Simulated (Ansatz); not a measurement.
Relaxed-ion elastic tensor of ZnS (wurtzite, P6_3mc) in GPa (Voigt order), plane-wave PAW LDA (Ansatz code); density 4.35 g/cm³, 18.59 Å³ per atom.

```
 137  65.6  51.1   0.0   0.0   0.0
65.6   137  51.1   0.0   0.0   0.0
51.1  51.1   164   0.0   0.0   0.0
 0.0   0.0   0.0  30.5   0.0   0.0
 0.0   0.0   0.0   0.0  30.5   0.0
 0.0   0.0   0.0   0.0   0.0  35.9
```

Q: Is the crystal mechanically stable?

A: Yes: the smallest eigenvalue of C is 30.5 GPa.

Q: Work out the Voigt, Reuss and Hill averages.

A: K_V = 86.1, K_R = 86.0, K_H = 86.0; G_V = 37.5, G_R = 35.8, G_H = 36.6 GPa.

Q: Give Young's modulus, Poisson's ratio, Pugh's ratio and the universal anisotropy index.

A: E = 9KG/(3K + G) = 96.3 GPa; ν = 0.31; K/G = 2.35 (ductile by the Pugh limit of 1.75); A_U = 5G_V/G_R + K_V/K_R − 6 = 0.23.

Q: Estimate the sound speeds and the Debye temperature.

A: v_l = √((K + 4G/3)/ρ) = 5570 m/s, v_t = √(G/ρ) = 2900 m/s, mean 3250 m/s; Θ = (h/k)(3n/4πV)^(1/3) v_m = 365 K.

Q: Solve the Christoffel equation for the three sound speeds along x, y, z.

A: Eigenvalues of C_ijkl n_j n_l equal ρv² (piezoelectric stiffening left out). In km/s, slowest first: x 2.65, 2.87, 5.62; y 2.65, 2.87, 5.62; z 2.65, 2.65, 6.14.

Q: How much does each axis shrink under pressure?

A: Linear compressibilities β_i = Σ_j S_ij (j = 1 to 3): x 4.0, y 4.0, z 3.6 per TPa.

Symmetry was held in the LDA relaxation; phonons on a q-mesh show no instability.

Potentials: the later of the program's two PAW sets.
